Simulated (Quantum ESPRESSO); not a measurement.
## Ta3Zn2SnGaRu (one run as intended and one with a planted mistake)

Simulated, not a measurement. The program is pw.x of Quantum ESPRESSO 7.5 (plane-wave density functional theory). The cell is made up: eight metal atoms on a hexagonal close-packed lattice, with elements, volume, strain and displacements drawn at random and not relaxed, so it may be unstable or far from any real phase. PseudoDojo standard norm-conserving files set the functional (PBE unless stated); there is no spin polarisation or spin-orbit coupling, the Fermi-Dirac width of 0.25 eV means electrons at about 2900 K, and the masses in the input are unused placeholders. The tin pseudopotential is less sure than most, with forces differing by about three percent from a second method on plain tin. Heavy elements are run without spin-orbit coupling, which real alloys of them have. A spin test at this wide smearing found no moment, but such smearing suppresses magnetism that the real alloy may have.

Intended input:

```
&control calculation='scf', pseudo_dir='./dojo.nc.sr.pbe.v0_5.standard.upf', outdir='./o', disk_io='minimal', tprnfor=.true., tstress=.true. /
&system ibrav=0, nat=8, ntyp=5, nbnd=74, ecutwfc=84.00895049, nosym=.true., tot_charge=0,
 occupations='smearing', smearing='fd', degauss=0.0183746611
/
&electrons conv_thr=1.470e-08, electron_maxstep=70, mixing_beta=0.5 /
ATOMIC_SPECIES
Ga 1.0 Ga.upf
Ru 1.0 Ru.upf
Sn 1.0 Sn.upf
Ta 1.0 Ta.upf
Zn 1.0 Zn.upf
CELL_PARAMETERS angstrom
4.4199 -2.5518 0.0
-2.9466 0.0 -4.7265
2.9466 5.1036 0.0
ATOMIC_POSITIONS angstrom
Ta 0.0632 -0.0193 -0.0035
Zn 1.4303 2.5289 0.0471
Zn -0.0186 1.6736 -2.3938
Sn 1.4238 4.1043 -2.2719
Ga 2.9834 -0.0371 0.0773
Ta 4.5203 2.5728 0.0216
Ta 1.4925 -0.8517 -2.4197
Ru 2.9603 1.6355 -2.4095
K_POINTS automatic
5 5 4 1 1 1
```

The log is shortened where brackets say so; the opening notice, blank lines, dates and the lines on written files are dropped, and the path of the files is cut. It prints rydbergs, bohrs and kilobars, and counts compression as positive stress. Its total energy is the free energy E - TS of the whole cell.

Log of the intended run:

```
     Program PWSCF v.7.5
     Parallel version (MPI & OpenMP), running on       4 processor cores
     Number of MPI processes:                 4
     Threads/MPI process:                     1
     [start-up lines left out]
     bravais-lattice index     =            0
     lattice parameter (alat)  =       9.6445  a.u.
     unit-cell volume          =     959.3213 (a.u.)^3
     number of atoms/cell      =            8
     number of atomic types    =            5
     number of electrons       =       122.00
     number of Kohn-Sham states=           74
     kinetic-energy cutoff     =      84.0090  Ry
     charge density cutoff     =     336.0358  Ry
     scf convergence threshold =      1.5E-08
     mixing beta               =       0.5000
     number of iterations used =            8  plain     mixing
     Exchange-correlation= PBE
                           (   1   4   3   4   0   0   0)
     [axes and pseudopotential details left out]
   Cartesian axes
     site n.     atom                  positions (alat units)
         1        Ta     tau(   1) = (   0.0123833  -0.0037816  -0.0006858  )
         2        Zn     tau(   2) = (   0.2802506   0.4955085   0.0092287  )
         3        Zn     tau(   3) = (  -0.0036445   0.3279225  -0.4690373  )
         4        Sn     tau(   4) = (   0.2789770   0.8041898  -0.4451524  )
         5        Ga     tau(   5) = (   0.5845625  -0.0072693   0.0151460  )
         6        Ta     tau(   6) = (   0.8857002   0.5041102   0.0042323  )
         7        Ta     tau(   7) = (   0.2924380  -0.1668807  -0.4741121  )
         8        Ru     tau(   8) = (   0.5800363   0.3204572  -0.4721135  )
     number of k points=    50  Fermi-Dirac smearing, width (Ry)=  0.0184
                       cart. coord. in units 2pi/alat
        k(    1) = (   0.1407287   0.0437504  -0.1957126), wk =   0.0400000
        k(    2) = (   0.2489816   0.2312521  -0.2631998), wk =   0.0400000
     [further k points left out]
     Dense  grid:    99761 G-vectors     FFT dimensions: (  60,  64,  72)
     Estimated max dynamical RAM per process >     380.45 MB
     Estimated total dynamical RAM >       1.41 GB
     Initial potential from superposition of free atoms
     starting charge     121.9920, renormalised to     122.0000
     Starting wfcs are   78 randomized atomic wfcs
     total cpu time spent up to now is        7.8 secs
     per-process dynamical memory:   297.4 Mb
     Self-consistent Calculation
     iteration #  1     ecut=    84.01 Ry     beta= 0.50
     Davidson diagonalization with overlap
     ethr =  1.00E-02,  avg # of iterations =  3.5
     Threshold (ethr) on eigenvalues was too large:
     Diagonalizing with lowered threshold
     Davidson diagonalization with overlap
     ethr =  8.46E-04,  avg # of iterations =  2.0
     total cpu time spent up to now is       42.0 secs
     total energy              =   -1738.95703504 Ry
     estimated scf accuracy    <       1.06595490 Ry
     iteration #  2     ecut=    84.01 Ry     beta= 0.50
     Davidson diagonalization with overlap
     ethr =  8.74E-04,  avg # of iterations =  3.1
     total cpu time spent up to now is       61.2 secs
     total energy              =   -1738.84174272 Ry
     estimated scf accuracy    <       7.21536987 Ry
     [iterations 3 to 11 left out]
     iteration # 12     ecut=    84.01 Ry     beta= 0.50
     Davidson diagonalization with overlap
     ethr =  2.70E-10,  avg # of iterations =  3.3
     total cpu time spent up to now is      230.2 secs
     total energy              =   -1739.48912528 Ry
     estimated scf accuracy    <       0.00000004 Ry
     iteration # 13     ecut=    84.01 Ry     beta= 0.50
     Davidson diagonalization with overlap
     ethr =  2.93E-11,  avg # of iterations =  3.1
     total cpu time spent up to now is      246.8 secs
     End of self-consistent calculation
     [lines on levels left out]
!    total energy              =   -1739.48912529 Ry
     estimated scf accuracy    <          6.2E-09 Ry
     smearing contrib. (-TS)   =      -0.09113514 Ry
     internal energy E=F+TS    =   -1739.39799015 Ry
     The total energy is F=E-TS. E is the sum of the following terms:
     one-electron contribution =    -807.90312391 Ry
     hartree contribution      =     469.06905652 Ry
     xc contribution           =    -298.61203736 Ry
     ewald contribution        =   -1101.95188540 Ry
     convergence has been achieved in  13 iterations
     Forces acting on atoms (cartesian axes, Ry/au):
     atom    1 type  4   force =    -0.01193058   -0.00871776   -0.00951439
     atom    2 type  5   force =     0.02540228   -0.00749422    0.00917412
     atom    3 type  5   force =     0.00861877   -0.00430599    0.00254818
     atom    4 type  3   force =     0.00436459    0.00426758   -0.00760796
     atom    5 type  1   force =     0.00270081    0.01211045   -0.04582230
     atom    6 type  4   force =    -0.02405532   -0.00408416    0.01508907
     atom    7 type  4   force =     0.00093370    0.02660391    0.02214678
     atom    8 type  2   force =    -0.00603425   -0.01837981    0.01398651
     Total force =     0.078323     Total SCF correction =     0.000341
     Computing stress (Cartesian axis) and pressure
          total   stress  (Ry/bohr**3)                   (kbar)     P=      -52.47
  -0.00042990   0.00000632  -0.00015548          -63.24        0.93      -22.87
   0.00000632  -0.00047379   0.00005942            0.93      -69.70        8.74
  -0.00015548   0.00005942  -0.00016637          -22.87        8.74      -24.47
     init_run     :      7.05s CPU      7.30s WALL (       1 calls)
     electrons    :    234.14s CPU    239.01s WALL (       1 calls)
     forces       :      2.36s CPU      2.38s WALL (       1 calls)
     stress       :      8.34s CPU      8.35s WALL (       1 calls)
     [timing details left out]
     PWSCF        :   4m12.42s CPU   4m17.65s WALL
     JOB DONE.
```

A second run has one planted mistake: two atoms have their elements exchanged. The input lines that differ:

```
- Zn 1.4303 2.5289 0.0471
+ Ta 1.4303 2.5289 0.0471
- Ta 4.5203 2.5728 0.0216
+ Zn 4.5203 2.5728 0.0216
```

Its log:

```
     Program PWSCF v.7.5
     Parallel version (MPI & OpenMP), running on       4 processor cores
     Number of MPI processes:                 4
     Threads/MPI process:                     1
     [start-up lines left out]
     bravais-lattice index     =            0
     lattice parameter (alat)  =       9.6445  a.u.
     unit-cell volume          =     959.3213 (a.u.)^3
     number of atoms/cell      =            8
     number of atomic types    =            5
     number of electrons       =       122.00
     number of Kohn-Sham states=           74
     kinetic-energy cutoff     =      84.0090  Ry
     charge density cutoff     =     336.0358  Ry
     scf convergence threshold =      1.5E-08
     mixing beta               =       0.5000
     number of iterations used =            8  plain     mixing
     Exchange-correlation= PBE
                           (   1   4   3   4   0   0   0)
     [axes and pseudopotential details left out]
   Cartesian axes
     site n.     atom                  positions (alat units)
         1        Ta     tau(   1) = (   0.0123833  -0.0037816  -0.0006858  )
         2        Ta     tau(   2) = (   0.2802506   0.4955085   0.0092287  )
         3        Zn     tau(   3) = (  -0.0036445   0.3279225  -0.4690373  )
         4        Sn     tau(   4) = (   0.2789770   0.8041898  -0.4451524  )
         5        Ga     tau(   5) = (   0.5845625  -0.0072693   0.0151460  )
         6        Zn     tau(   6) = (   0.8857002   0.5041102   0.0042323  )
         7        Ta     tau(   7) = (   0.2924380  -0.1668807  -0.4741121  )
         8        Ru     tau(   8) = (   0.5800363   0.3204572  -0.4721135  )
     number of k points=    50  Fermi-Dirac smearing, width (Ry)=  0.0184
                       cart. coord. in units 2pi/alat
        k(    1) = (   0.1407287   0.0437504  -0.1957126), wk =   0.0400000
        k(    2) = (   0.2489816   0.2312521  -0.2631998), wk =   0.0400000
     [further k points left out]
     Dense  grid:    99761 G-vectors     FFT dimensions: (  60,  64,  72)
     Estimated max dynamical RAM per process >     380.45 MB
     Estimated total dynamical RAM >       1.41 GB
     Initial potential from superposition of free atoms
     starting charge     121.9920, renormalised to     122.0000
     Starting wfcs are   78 randomized atomic wfcs
     total cpu time spent up to now is        7.8 secs
     per-process dynamical memory:   297.4 Mb
     Self-consistent Calculation
     iteration #  1     ecut=    84.01 Ry     beta= 0.50
     Davidson diagonalization with overlap
     ethr =  1.00E-02,  avg # of iterations =  3.2
     Threshold (ethr) on eigenvalues was too large:
     Diagonalizing with lowered threshold
     Davidson diagonalization with overlap
     ethr =  7.45E-04,  avg # of iterations =  2.1
     total cpu time spent up to now is       40.5 secs
     total energy              =   -1739.01331620 Ry
     estimated scf accuracy    <       0.94127598 Ry
     iteration #  2     ecut=    84.01 Ry     beta= 0.50
     Davidson diagonalization with overlap
     ethr =  7.72E-04,  avg # of iterations =  3.7
     total cpu time spent up to now is       59.8 secs
     total energy              =   -1738.89346614 Ry
     estimated scf accuracy    <       6.06441862 Ry
     [iterations 3 to 11 left out]
     iteration # 12     ecut=    84.01 Ry     beta= 0.50
     Davidson diagonalization with overlap
     ethr =  2.28E-10,  avg # of iterations =  3.6
     total cpu time spent up to now is      223.0 secs
     total energy              =   -1739.46152238 Ry
     estimated scf accuracy    <       0.00000013 Ry
     iteration # 13     ecut=    84.01 Ry     beta= 0.50
     Davidson diagonalization with overlap
     ethr =  1.06E-10,  avg # of iterations =  2.0
     total cpu time spent up to now is      237.7 secs
     End of self-consistent calculation
     [lines on levels left out]
!    total energy              =   -1739.46152239 Ry
     estimated scf accuracy    <       0.00000001 Ry
     smearing contrib. (-TS)   =      -0.10100197 Ry
     internal energy E=F+TS    =   -1739.36052042 Ry
     The total energy is F=E-TS. E is the sum of the following terms:
     one-electron contribution =    -800.55911000 Ry
     hartree contribution      =     465.47526971 Ry
     xc contribution           =    -298.61604886 Ry
     ewald contribution        =   -1105.66063128 Ry
     convergence has been achieved in  13 iterations
     Forces acting on atoms (cartesian axes, Ry/au):
     atom    1 type  4   force =     0.01477314    0.00527179   -0.01109277
     atom    2 type  4   force =     0.02366458   -0.03223769    0.00655069
     atom    3 type  5   force =     0.00426038   -0.00153892    0.00688525
     atom    4 type  3   force =    -0.00390944    0.01228403   -0.02545554
     atom    5 type  1   force =    -0.00859079    0.01681460   -0.03437408
     atom    6 type  5   force =    -0.01682734   -0.00483890    0.00060595
     atom    7 type  4   force =     0.00164470    0.01351821    0.04757229
     atom    8 type  2   force =    -0.01501524   -0.00927311    0.00930821
     Total force =     0.087092     Total SCF correction =     0.000287
     Computing stress (Cartesian axis) and pressure
          total   stress  (Ry/bohr**3)                   (kbar)     P=      -43.20
  -0.00043143   0.00004894  -0.00005814          -63.47        7.20       -8.55
   0.00004894  -0.00045121  -0.00007921            7.20      -66.38      -11.65
  -0.00005814  -0.00007921   0.00000162           -8.55      -11.65        0.24
     init_run     :      7.11s CPU      7.37s WALL (       1 calls)
     electrons    :    224.58s CPU    229.93s WALL (       1 calls)
     forces       :      2.34s CPU      2.36s WALL (       1 calls)
     stress       :      8.31s CPU      8.31s WALL (       1 calls)
     [timing details left out]
     PWSCF        :   4m 2.81s CPU   4m 8.53s WALL
     JOB DONE.
```

```
                                            intended run  run with the mistake
                          free energy (eV)    -23666.955            -23666.580
         entropy term -TS, part of it (eV)        -1.240                -1.374
                            pressure (GPa)         -5.25                 -4.32
size of the largest force component (eV/Å)         1.178                 1.223
largest change of a force component (eV/Å)                               0.687
                                iterations            13                    13
```

For scale, a rerun of the intended cell at a higher cutoff and on a denser mesh moved values by no more than 0.004 eV in energy, 0.04 GPa in stress and 0.006 eV/Å in force, and a second program with other atomic files agreed on that cell to 2 % rms in force and 0.5 GPa in pressure.